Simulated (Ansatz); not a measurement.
## LiCuSn$_{2}$: clamped-ion elastic tensor

Level of theory: DFT PBE, scalar-relativistic, plane waves, PAW in Ansatz. Cutoff 420 eV, 12×12×8 k-points (Γ-centred), Fermi-Dirac smearing of 0.15 eV. No spin polarisation.

The cell, relaxed at this level:
```yaml
crystal:
  lattice:
    - [4.23943, 0.00000, 0.00000]
    - [-2.11972, 3.67146, 0.00000]
    - [0.00000, 0.00000, 5.51097]
  atoms:
    - { symbol: Li, position: [0.00000, 0.00000, 0.50000] }
    - { symbol: Cu, position: [0.00000, 0.00000, 0.00000] }
    - { symbol: Sn, position: [0.33333, 0.66667, 0.19932] }
    - { symbol: Sn, position: [0.66667, 0.33333, 0.80068] }
```

The cell was built by swapping an element in a database structure (itself possibly hypothetical) and relaxing; it need not be the stable form of this composition. In a metal, frequencies and elastic constants depend on the k mesh and the smearing, soft modes and shear constants most.

Problem. Give the clamped-ion elastic constants (GPa, Voigt order xx yy zz yz xz xy, on the axes of the cell above).

Solution.
```
102.2  31.0  34.2  -6.1   0.0   0.0
 31.0 102.2  34.2   6.1   0.0   0.0
 34.2  34.2  57.8   0.0   0.0   0.0
 -6.1   6.1   0.0  33.0   0.0   0.0
  0.0   0.0   0.0   0.0  33.0  -6.1
  0.0   0.0   0.0   0.0  -6.1  35.6
```

Problem. And the moduli of a polycrystal (Hill averages)?

Solution. B = 50 GPa, G = 30 GPa, E = 74 GPa, ν = 0.25.